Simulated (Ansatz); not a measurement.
CuTi4S8 in space group P-3m1 (No. 164; Pearson symbol hP13), DFT-r²SCAN+D4 in the program Ansatz with PAW potentials, all energies at zero smearing, with the estimated change up to a 700 eV cutoff added, with one set of potentials and settings (totals compare only within such a set). Cell of 13 atoms (8 S, 4 Ti, 1 Cu): -23915.114 eV.

```csv
element,reference phase,E (eV/atom)
S,"P2/c, 32 atoms in the cell",-905.9104
Ti,"P6/mmm, 3 atoms in the cell",-2504.4584
Cu,"Fm-3m, 1 atoms in the cell",-6631.4395
```

Formation energy per atom, worked out: (-23915.114 − 8×(-905.9104) − 4×(-2504.4584) − 1×(-6631.4395))/13 = -1.428 eV/atom (-138 kJ per mol of atoms), at 0 K, without zero-point energy or fitted corrections.

A made-up cell: these elements were put on the sites of a structure type; neither database checked (COD, Materials Project) lists it. Whether it is the stable phase at ambient conditions was not checked. Symmetry was held in the r²SCAN+D4 relaxation; whether a distortion lowers the energy is not shown. The run is not spin-polarised. The references are the lowest solids computed at this level, not always the standard phases.

Potentials: the later of the program's two PAW sets.
